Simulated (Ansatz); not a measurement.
The relaxed structure here is a generated cell of Zr: the first start was made by a random draw of sites in a space group, and the end was not matched to a known phase here, so it may be hypothetical. Known forms of Zr include space group No. 194.

A relaxed cell of Zr (Pmmm (No. 47)), relaxed on a k-mesh at least as fine as the one used below. Method: PBE (plane waves to 420 eV, PAW, scalar-relativistic; Ansatz, a program for electronic structure). Γ-centred k-mesh 11×7×3 on the run's cell (coarser than for final values), Fermi–Dirac smearing 0.05 eV.

```
CELL_PARAMETERS angstrom
      2.99754     0.00000     0.00000
      0.00000     4.95665     0.00000
      0.00000     0.00000    11.03252
ATOMIC_POSITIONS crystal
  Zr 0.50000 0.50000 0.00000
  Zr 0.50000 0.50000 0.50000
  Zr 0.00000 0.00000 0.25000
  Zr 0.00000 0.00000 0.75000
  Zr 0.50000 0.50000 0.25000
  Zr 0.50000 0.50000 0.75000
```

The atoms are displaced by (Å):

```csv
atom,ux,uy,uz
Zr1,-0.026,0.051,0.148
Zr2,0.069,-0.049,0.017
Zr3,0.026,-0.056,-0.075
Zr4,-0.018,0.040,-0.096
Zr5,-0.156,-0.097,0.026
Zr6,0.061,-0.087,-0.001
```

Task: What forces (eV/Å) and pressure result?

Result: 
```
atom     Fx     Fy     Fz
----  -----  -----  -----
Zr1    0.20  -0.01  -1.08
Zr2    0.15  -0.01  -0.20
Zr3   -0.23  -0.16   0.06
Zr4    0.13  -0.79   0.03
Zr5   -0.20   0.14   0.59
Zr6   -0.04   0.83   0.59
```

Pressure +0.3 GPa.

The undisplaced cell is probably no minimum: from this displacement the run went on to Cmcm (No. 63), 0.79 eV/atom below it.

No spin polarisation in the result.
